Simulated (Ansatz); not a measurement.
Na2S:
Space group Fm-3m (No. 225); a = 6.5112 Å, b = 6.5112 Å, c = 6.5112 Å, α = 90.00°, β = 90.00°, γ = 90.00°

| atom | site | symmetry | x | y | z |
|---|---|---|---|---|---|
| Na | 8c | -43m | 0.2500 | 0.2500 | 0.2500 |
| S | 4a | m-3m | 0.0000 | 0.0000 | 0.0000 |
(The calculation used a cell of 3 atoms; values per cell refer to that cell.)

Relaxed with r²SCAN. r²SCAN (plane waves, PAW; program Ansatz) gives a gap of 3.09 eV.

Problem. What gap does HSE06 give on the same cell (Ansatz, PAW)?

Solution. 3.53 eV, 0.44 eV more. The hybrid was solved on a coarser mesh and at special points; its gap is the smallest among all of these.

```tsv
k	v1 r²SCAN	c1 r²SCAN	v1 HSE06	c1 HSE06
Γ	0.00	3.09	0.00	3.53
X	-0.46	4.20	?	?
L	-0.13	5.53	?	?
W	-0.59	5.18	?	?
K	-0.35	4.93	?	?
```

Problem. Top valence (v1) and lowest conduction level (c1) in eV from each method's valence maximum (which need not be a listed point): supply the withheld HSE06 values.

Solution. 
- K, v1 HSE06: -0.39
- K, c1 HSE06: 5.53
- L, v1 HSE06: -0.15
- L, c1 HSE06: 5.96
- W, v1 HSE06: -0.63
- W, c1 HSE06: 5.80
- X, v1 HSE06: -0.51
- X, c1 HSE06: 4.78

Cost on shared cores: the r²SCAN run (SCF on a 7×7×7 mesh, then bands and DOS) roughly 8 core-seconds, the HSE06 run (SCF on 6×6×6, then a few points) very roughly 40 core-seconds; the tasks are unlike.

The cell was relaxed with r²SCAN under the symmetry of its start.

Potentials: the later of the program's two PAW sets.
